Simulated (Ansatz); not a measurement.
YSi$_{2}$:
```xyz
3
Lattice="0.0000 3.3007 3.3007 3.3007 0.0000 3.3007 3.3007 3.3007 0.0000" Properties=species:S:1:pos:R:3 pbc="T T T"
Y      0.0000     0.0000     0.0000
Si     1.6504     1.6504     1.6504
Si     4.9511     4.9511     4.9511
```

This is the r²SCAN-relaxed structure.

Task: All from plane-wave PAW r²SCAN (Ansatz code), unless another level is named. Predict the bulk modulus (Birch–Murnaghan fit).

Result: 56.8 GPa.

Task: Next, the elastic constants (relaxed ions, GPa)?

Result: C11 = 30.7, C12 = 71.0, C44 = -27.7.

Space group Fm-3m (fluorite). A made-up cell: these elements were put on the sites of a structure type; neither database checked (COD, Materials Project) lists it. COD files the formula under space group No. 191, so this cell is another polymorph or a model. Whether it is the stable phase at ambient conditions was not checked. The cell was relaxed with r²SCAN under the symmetry of its start. At this level the phase is mechanically unstable. No spin polarisation was allowed. As this level gives no gap, shear constants depend on the k-mesh and smearing (Fermi–Dirac, 0.1 eV here).

Potentials: the later of the program's two PAW sets.
